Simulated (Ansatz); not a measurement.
A plane-wave DFT run in Ansatz 0.2.0 (scalar-relativistic PAW potentials unless the input names others): input and command.

```yaml
crystal:
  lattice:
    - [3.792136893, 0.0, 0.0]
    - [0.0, 3.792136893, 0.0]
    - [0.0, 0.0, 3.792136893]
  atoms:
    - { symbol: B, position: [0.0, 0.0, 0.0] }
    - { symbol: Pt, position: [0.0, 0.5, 0.5] }
    - { symbol: Pt, position: [0.5, 0.0, 0.5] }
    - { symbol: Pt, position: [0.5, 0.5, 0.0] }
basis:
  ecutwfc: 500
kpoints:
  mp_grid: { grid: [12, 12, 12] }
hamiltonian:
  xc: r2scan
scf:
  occupations: { method: gaussian, width: 0.1 }
  mixing: { algorithm: msr1, beta: 0.05 }
output:
  forces: true
  eigenvalues: true
  stress: true
```

```bash
ansatz run input.yaml --threads 1 --pin off --max-ram 2560MiB --backend cpu --events-out ev --progress --plain --runs-dir out
```

Abridged log:
```
Pseudopotentials: kind: paw
Pseudopotential: B, paw, valence charge 3, recommended cutoff 500 eV (meta_gga)
Pseudopotential: Pt, paw, valence charge 18, recommended cutoff 500 eV (meta_gga)
Functional definition: r2SCAN
Crystal: 4 atoms, lattice volume = 54.532 Å³
Basis set: ecut = 500 eV, 1357 PW (Γ), exchange–correlation on 120×120×120 points (64 copies of the dense FFT grid, shifted against one another)
Bands: 35, of which v1, the nominal top of the filled ones, is band 29 counted from 1 (28 counted from 0)
Symmetry: 48 space group operations
Space group: Pm-3m (ITA 221), of the structure as read, at distance tolerance 3.8e-5 Å
k-points: 84 of 1728
Initial density: superposition of atomic densities (neutral atoms: chi_scale 0, normalization atom), corrected by the library's trained network
Initial wavefunctions: pseudopotential atomic-orbital guess
Functional: x = r2scan, c = r2scan; τ floored in thin density (d = 2e-4 eV/Å³)
SCF iter   1: F=—  HF=-37765.082745 eV  |F-HF|=—  |Δ(HF+E_count)|=         —  Δρ=1.79e-2  dr2=2.71e-1  dr2_τ=6.83e-2  ethr=1.77e-3  ⟨swp⟩=6.1  Hψ=11351  notcnv=0
SCF iter   2: F=—  HF=-37765.115779 eV  |F-HF|=—  |Δ(HF+E_count)|=   3.30e-2  Δρ=1.68e-2  dr2=2.43e-1  dr2_τ=3.77e-3  ethr=4.75e-4  ⟨swp⟩=1.0  Hψ=3615  notcnv=0  defer=1
SCF iter   3: F=—  HF=-37765.057799 eV  |F-HF|=—  |Δ(HF+E_count)|=   5.80e-2  Δρ=3.41e-3  dr2=2.65e-3  dr2_τ=4.26e-3  ethr=4.26e-4  ⟨swp⟩=2.0  Hψ=4374  notcnv=0  defer=1
SCF iter   4: F=—  HF=-37765.062938 eV  |F-HF|=—  |Δ(HF+E_count)|=   5.14e-3  Δρ=2.53e-3  dr2=1.43e-3  dr2_τ=1.36e-4  ethr=4.65e-6  ⟨swp⟩=2.0  Hψ=4382  notcnv=0  defer=47
SCF iter   5: F=—  HF=-37765.064561 eV  |F-HF|=—  |Δ(HF+E_count)|=   1.62e-3  Δρ=4.84e-4  dr2=1.16e-4  dr2_τ=9.13e-6  ethr=2.51e-6  ⟨swp⟩=2.0  Hψ=4189  notcnv=0  defer=47
SCF iter   6: F=—  HF=-37765.064603 eV  |F-HF|=—  |Δ(HF+E_count)|=   4.20e-5  Δρ=2.16e-4  dr2=2.90e-5  dr2_τ=1.50e-6  ethr=2.04e-7  ⟨swp⟩=2.0  Hψ=4042  notcnv=0  defer=47
SCF iter   7: F=—  HF=-37765.064627 eV  |F-HF|=—  |Δ(HF+E_count)|=   2.47e-5  Δρ=6.64e-5  dr2=1.22e-6  dr2_τ=1.00e-7  ethr=5.08e-8  ⟨swp⟩=2.0  Hψ=4155  notcnv=0  defer=87
SCF iter   8: F=-37765.064630 eV  HF=-37765.064630 eV  |F-HF|=1.43e-7  |Δ(HF+E_count)|=   2.20e-6  Δρ=1.60e-5  dr2=6.74e-8  dr2_τ=6.06e-9  ethr=1.75e-10  ⟨swp⟩=7.3  Hψ=14330  notcnv=0
SCF 1 converged in 8 iterations: F = -37765.064630 eV  dr2 = 6.74e-8
SCF converged after 8 iterations
Free energy (F): -37765.064630 eV
Harris-Foulkes:  -37765.064630 eV  (|F-HF|=1.43e-7)
Internal energy: -37765.053292 eV  (E = F + TS)
E sigma→0 (E₀):  -37765.058961 eV
Entropy (-TS):   -0.011338 eV (-2.834 meV/atom)
Fermi energy:    20.826459 eV
--- Forces (eV/Å), atoms counted from 1 ---
  atom   1  B      0.00000000     0.00000000     0.00000000
  atom   2  Pt     0.00000000     0.00000000     0.00000000
  atom   3  Pt     0.00000000     0.00000000     0.00000000
  atom   4  Pt     0.00000000     0.00000000     0.00000000
--- Stress (GPa, compression-positive) ---
       -0.000411       0.000000       0.000000
        0.000000      -0.000411       0.000000
        0.000000       0.000000      -0.000411
  P = ⅓ Tr σ = -0.0004 GPa (-0.004 kbar)
```

Apart from outputs, empty bands and the relaxation, which only the reference makes, the input differs from a reference run on usual settings in scf.mixing.algorithm: not typed → "msr1"; scf.mixing.beta: not typed → 0.05. The reference, at the same geometry, ended its own course with pressure 0.00 GPa, largest force 0.000 eV/Å, no gap on the mesh. This run converged in 8 SCF iterations with an energy at zero smearing within 0.01 meV/atom of the reference's, pressure 0.00 GPa, largest force 0.000 eV/Å, no gap on the mesh.

Time: 8.6 s on 1 thread of Intel(R) Xeon(R) Platinum 8488C (Sapphire Rapids), with other jobs on the host, peak memory 0.6 GiB.